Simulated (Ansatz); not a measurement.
# Te2Mo as a free-standing sheet: computed properties

Te2Mo:
```
Te2Mo
1.0
    3.46684     0.00000     0.00000
   -1.73342     3.00237     0.00000
    0.00000     0.00000    33.00000
Te Mo
2 1
Direct
  0.33333   0.66667   0.55439
  0.33333   0.66667   0.44561
  0.00000   0.00000   0.50000
```
The layer is periodic in x and y and isolated along z.

Method: the program Ansatz at the LDA level (PAW). Lattice and atoms are relaxed at this level; other levels are named.

Structure:

```json
{
  "In-plane lattice": "a = 3.467 Å",
  "distance_between_the_outermost_nuclei": "3.59 Å"
}
```

Electronic structure:

```json
{
  "band_gap": "1.24 eV (direct)",
  "valence_band_maximum": "at K",
  "conduction_band_minimum": "at K",
  "Ionisation potential (Kohn–Sham)": "5.13 eV",
  "Electron affinity (Kohn–Sham)": "3.89 eV",
  "Electron effective mass, in the valley at K": "0.57 mₑ",
  "Hole effective mass, in the valley at K": "0.69 mₑ"
}
```

Space group P-6m2 (1H). A layer that has been made, often on a substrate. The LDA relaxation kept the symmetry of its start; whether a distortion lowers the energy is not shown. No spin polarisation was allowed. Spin–orbit coupling is left out wherever it is not named.

Potentials: the later of the program's two PAW sets.
